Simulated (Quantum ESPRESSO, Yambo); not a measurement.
At a photon energy of 12.38 eV, RPA with local fields on PBEsol bands shifted by a G0W0 scissor of 3.75 eV (Quantum ESPRESSO and Yambo; 8×8×4 mesh, 64 bands, 3 Ry local-field block, 0.2 eV broadening) gives ε = 1.93 + 0.46i for CO2 (space group Cmce, No. 64), field along x. Axes are Cartesian, with cell vectors (Å) (2.64, -2.39, 0.00), (2.64, 2.39, 0.00), (0.00, 0.00, 6.59).

Question: Work out n, κ, the normal-incidence reflectivity, the absorption coefficient and the penetration depth.

Answer: 
|ε| = 1.98; n = √((|ε| + ε1)/2) = 1.40, κ = √((|ε| − ε1)/2) = 0.16. R = ((n − 1)² + κ²)/((n + 1)² + κ²) = 0.03. α = 2Eκ/(ħc) with ħc = 197.327 eV nm: 0.0206 per nm = 2.1 × 10⁵ per cm, a 1/e depth of 48 nm. The computed direct gap is 10.89 eV, and the energy scale of the real crystal may differ from it. Excitonic effects are left out, and values at one energy depend on mesh and broadening. The scissor comes from a G0W0 run whose convergence isn't established. Convergence of the RPA response with its 8×8×4 mesh was not tested.

Geometry of the Materials Project entry, not relaxed at this level; primitive cell a = b = 3.556 Å, c = 6.587 Å, α = β = 90.00°, γ = 84.34°.

The structure is a Materials Project entry; no match was found in the copy of COD used, and its stability was not checked.

The distance between layers or molecules is the database entry's, not relaxed here. Functionals without dispersion can leave it too large, which widens gaps and weakens the response across layers: the numbers belong to this cell.
